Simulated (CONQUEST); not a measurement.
Worked example: self-consistent single point of Ge2Mo (I4/mmm, 6 atoms in the cell; from Materials Project mp-10201) in CONQUEST.

Computed with CONQUEST with LDA (PW92), numerical atomic orbitals double-zeta with polarisation (the shipped basis), PseudoDojo norm-conserving potentials made for LDA.

```yaml
crystal:
  lattice:
    - [3.32019, 0.00000, 0.00000]
    - [0.00000, 3.32019, 0.00000]
    - [0.00000, 0.00000, 8.18638]
  atoms:
    - { symbol: Ge, position: [0.50000, 0.50000, 0.16167] }
    - { symbol: Ge, position: [0.00000, 0.00000, 0.33833] }
    - { symbol: Ge, position: [0.00000, 0.00000, 0.66167] }
    - { symbol: Ge, position: [0.50000, 0.50000, 0.83833] }
    - { symbol: Mo, position: [0.00000, 0.00000, 0.00000] }
    - { symbol: Mo, position: [0.50000, 0.50000, 0.50000] }
```

Reference input (self-consistent single point, DFT, PBEsol, numerical atomic orbitals double-zeta with polarisation (the shipped basis), PseudoDojo norm-conserving potentials made for PBEsol): basis = DZP; Diag.MPMeshX, Y, Z = 4 4 2; potentials = PseudoDojo norm-conserving PBEsol; Grid.GridCutoff = 175 Ha; DM.SolutionMethod = diagon; Diag.kT = 0.001837 Ha; minE.SCTolerance = 1.0e-06; SC.MaxIters = 100; SC.LinearMixingFactor = 0.3; SC.KerkerPreCondition = true; SC.KerkerFactor = 0.5 1/bohr; AtomMove.TypeOfRun = static. This run's input differs from it in these lines:

```diff
@@ -1,2 +1,2 @@
-# files in the folder: Ge.ion Mo.ion (PseudoDojo PBEsol potentials, DZP orbitals)
+# files in the folder: Ge.ion Mo.ion (PseudoDojo LDA potentials, DZP orbitals)
 # file: Conquest_input
```

Output (repeated stretches shortened):

```
    PulayMixSC: Starting Pulay mixing, A_up =  0.300 A_dn =  0.300
    PulayMixSC: Spin non-polarised calculation.
    PulayMixSC: with Kerker preconditioning, q0 =  0.500
          Harris-Foulkes Energy            :      -497.706033184240596 Ha
          Free Energy (E-TS)               :      -497.706074986200917 Ha
    PulayMixSC: Pulay iteration     1 residual:              0.22243E-02
          Harris-Foulkes Energy            :      -497.690723674855064 Ha
          Free Energy (E-TS)               :      -497.690754153569742 Ha
    PulayMixSC: Pulay iteration     2 residual:              0.19245E-02
   [... lines left out ...]
          Free Energy (E-TS)               :      -497.641704893352141 Ha
    PulayMixSC: Pulay iteration    16 residual:              0.22307E-05
          Harris-Foulkes Energy            :      -497.641698256992811 Ha
          Free Energy (E-TS)               :      -497.641704273912467 Ha
    PulayMixSC: Pulay iteration    17 residual:              0.12383E-05
          Harris-Foulkes Energy            :      -497.641698253094432 Ha
          Free Energy (E-TS)               :      -497.641704270925175 Ha
    PulayMixSC: Pulay iteration    18 residual:              0.97659E-06
    PulayMixSC: Reached SCF tolerance of  0.97659E-06 after     18 iterations
      | Number of electrons      =        84.000057
      | GS Energy as E-(1/2)TS   =      -497.641701262009803 Ha
      | Free Energy as E-TS      =      -497.641704270925175 Ha
      |* Harris-Foulkes energy   =      -497.641698253094432 Ha
      |* DFT total energy        =      -497.641698173730219 Ha

    force: Forces on atoms (Ha/a0)
    force:  Atom   X              Y              Z
    force:     1   0.0000000000   0.0000000000  -0.0016283322
    force:     2  -0.0000000000  -0.0000000000   0.0016283322
    force:     3  -0.0000000000  -0.0000000000  -0.0016283322
    force:     4   0.0000000000   0.0000000000   0.0016283322
    force:     5  -0.0000000000   0.0000000000  -0.0000000000
    force:     6   0.0000000000  -0.0000000000  -0.0000000000

    force: Maximum force :        0.00162833(Ha/a0) on atom         4 in z direction
    force: Force Residual:        0.00132953 Ha/a0
    force: Total stress:          3.29550062     3.29550062     1.31255619 GPa
    force: Average pressure:     -2.63451915 GPa

    get_E_and_F: Change in energy during last step of electronic optimisation:  0.38984E-08
```

The run converged in 18 iterations. CONQUEST prints the stress tensor with tension positive. Against the reference run the pressure goes from 1.10 to -2.63 GPa.

The program uses no crystal symmetry, so grid and mesh can part values that symmetry would make equal. The atom-centred basis is finite, which shifts total energies and pressures against plane waves. The structure comes from a collection of computed structures, made at another level of theory; the collection holds predicted forms beside known ones.

Cost on one core: roughly 3 core-minutes.
